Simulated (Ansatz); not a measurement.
A relaxed cell of AlGa₃As₄ is given with its symmetry left out. The cell was found from a structure generator's guess, not taken from experiment.

All numbers below come from Ansatz 0.2.0, DFT PBE, scalar-relativistic, plane waves, PAW. Cutoff 420 eV, Γ-centred mesh, Gaussian smearing, no spin polarisation.

```
Al Ga As
1.0
     5.74041    0.00000    0.00000
     0.00000    5.74041    0.00000
     0.00000    0.00000    5.74041
Al Ga As
1 3 4
Direct
  0.50000 0.50000 0.50000
  0.50000 0.00000 0.00000
  0.00000 0.00000 0.50000
  0.00000 0.50000 0.00000
  0.74932 0.25068 0.74932
  0.74932 0.74932 0.25068
  0.25068 0.25068 0.25068
  0.25068 0.74932 0.74932
```

Energies over the elements count from the elements' standard structures at the same level, with no fitted energy shifts.

Q: Find its symmetry and describe it.

A: P-43m (No. 215), with Al and Ga ordered on zinc blende sites. Conventional cell: a = 5.740 Å. Al has 4 As at 2.48 Å; around Ga lie 4 As at 2.49 Å; As is surrounded by 1 Al at 2.48 Å and 3 Ga at 2.49 Å.

Q: What is its formation energy per atom?

A: −0.383 eV/atom. A negative formation energy is needed for stability but isn't enough: competing phases decide.

Q: Is it a metal?

A: No, the gap on the 6×6×6 mesh is 0.54 eV.

The last run used a 6×6×6 mesh for its 8-atom cell and Gaussian smearing of 0.02 eV. Kohn–Sham gaps at this level usually fall short of measured ones. The reference form of As is held partly by dispersion forces, which this level lacks. Symmetry constrained the relaxation, so the result can be a saddle point.
